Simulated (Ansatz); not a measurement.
V5Ge3 in space group P6_3/mcm (No. 193; V on 4d, Ge on 6g, V on 6g), plane-wave PAW r²SCAN (Ansatz code), all energies at zero smearing, with the estimated change up to a 700 eV cutoff added, with one set of potentials and settings (totals compare only within such a set). Cell of 16 atoms (10 V, 6 Ge): -54994.073 eV.

| element | reference phase | E (eV/atom) |
|---|---|---|
| V | Im-3m, 1 atoms in the cell | -2917.0669 |
| Ge | Fd-3m, 2 atoms in the cell | -4302.9041 |

Formation energy per atom, worked out: (-54994.073 − 10×(-2917.0669) − 6×(-4302.9041))/16 = -0.374 eV/atom (-36 kJ per mol of atoms), at 0 K, without zero-point energy or fitted corrections.

The workflow started from an entry of the Crystallography Open Database (COD). Whether it is the stable phase at ambient conditions was not checked. The r²SCAN relaxation kept the symmetry of its start, as lowered by the spin order; its stability against distortions is not shown here. The final state is ferrimagnetic, chosen from 2 collinear starts compared on coarse meshes (ties went to the first, and starts can fall back to one state), not a proven ground state. Other orbital occupations within this spin state were not tried. The references are the lowest solids computed at this level, not always the standard phases.

Potentials: the later of the program's two PAW sets.
